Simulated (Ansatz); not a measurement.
Bi$_{2}$H$_{3}$NSe$_{3}$:
```
CELL_PARAMETERS angstrom
      4.14447     0.00000     0.00000
     -2.07223     3.58921     0.00000
      0.00000     0.00000    12.31520
ATOMIC_POSITIONS crystal
  Se 0.33333 0.66667 0.01099
  Bi 0.66667 0.33333 0.14028
  Se 0.00000 0.00000 0.29259
  Bi 0.33333 0.66667 0.45346
  Se 0.66667 0.33333 0.57838
  N  0.00000 0.00000 0.78230
  H  0.26074 0.13037 0.81571
  H  0.86963 0.13037 0.81571
  H  0.86963 0.73926 0.81571
```

Relaxed with PBE+D3(BJ). Special points in fractions of this cell's reciprocal vectors: Γ (0.000, 0.000, 0.000); M (0.500, 0.000, 0.000); K (0.333, 0.333, 0.000); A (0.000, 0.000, 0.500); L (0.500, 0.000, 0.500); H (0.333, 0.333, 0.500).

Q: List the band energies nearest the valence-band maximum at these points for plane-wave PAW PBE+D3(BJ) (Ansatz code).

A: In eV from the valence-band maximum; about four levels below and three above (degenerate sets whole), none deeper than 8.9 eV; points with the same levels are listed once.

```
k                    below           above
-  -----------------------  --------------
Γ   -1.14 -0.90 -0.90 0.00  0.64 1.93 1.93
M  -1.73 -1.22 -1.03 -0.36  1.45 2.60 2.65
K  -1.96 -0.89 -0.65 -0.58  2.13 2.83 2.87
A  -0.90 -0.90 -0.79 -0.24  0.77 1.94 1.94
L  -1.31 -1.13 -1.05 -0.81  1.54 2.63 2.80
H  -1.54 -1.32 -0.68 -0.64  2.33 2.85 2.90
```

Space group P3m1. The cell is a constructed one: a structure type filled with these elements; neither database checked (COD, Materials Project) lists it. Its standing as an ambient phase is unchecked. The cell was relaxed with PBE+D3(BJ) under the symmetry of its start. At this level the phase is dynamically unstable (imaginary phonons). Spin–orbit coupling is left out wherever it is not named.

Potentials: the later of the program's two PAW sets.
